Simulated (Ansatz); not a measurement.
Relaxed-ion elastic tensor of TiSi in space group Pnma (No. 62; Ti on 4c, Si on 4c) in GPa (Voigt order), r²SCAN (plane waves, PAW; program Ansatz); density 4.28 g/cm³, 14.75 Å³ per atom.

```
 231   114  84.0   0.0   0.0   0.0
 114   286  79.9   0.0   0.0   0.0
84.0  79.9   323   0.0   0.0   0.0
 0.0   0.0   0.0  98.7   0.0   0.0
 0.0   0.0   0.0   0.0   101   0.0
 0.0   0.0   0.0   0.0   0.0   152
```

Question: Is the crystal mechanically stable?

Answer: Yes: the smallest eigenvalue of C is 98.7 GPa.

Question: Work out the Voigt, Reuss and Hill averages.

Answer: K_V = 155, K_R = 154, K_H = 154; G_V = 108, G_R = 101, G_H = 104 GPa.

Question: Give Young's modulus, Poisson's ratio, Pugh's ratio and the universal anisotropy index.

Answer: E = 9KG/(3K + G) = 256 GPa; ν = 0.22; K/G = 1.48 (brittle by the Pugh limit of 1.75); A_U = 5G_V/G_R + K_V/K_R − 6 = 0.35.

Question: Estimate the sound speeds and the Debye temperature.

Answer: v_l = √((K + 4G/3)/ρ) = 8290 m/s, v_t = √(G/ρ) = 4940 m/s, mean 5470 m/s; Θ = (h/k)(3n/4πV)^(1/3) v_m = 664 K.

Question: Solve the Christoffel equation for the three sound speeds along x, y, z.

Answer: Eigenvalues of C_ijkl n_j n_l equal ρv². In km/s, slowest first: x 4.87, 5.97, 7.35; y 4.80, 5.97, 8.17; z 4.80, 4.87, 8.69.

Question: How much does each axis shrink under pressure?

Answer: Linear compressibilities β_i = Σ_j S_ij (j = 1 to 3): x 2.7, y 1.9, z 1.9 per TPa.

The workflow started from a Materials Project entry (that database holds measured and hypothetical structures alike); the Crystallography Open Database copy checked does not list it. COD files the formula under space group No. 25, so this cell is another polymorph or a model. Its standing as an ambient phase is unchecked. The r²SCAN relaxation kept the symmetry of its start; of distortions, only those at the zone centre were tested. No spin polarisation was allowed. As this level gives no gap, shear constants depend on the k-mesh and smearing (Fermi–Dirac, 0.1 eV here).

Potentials: the earlier of the program's two PAW sets.
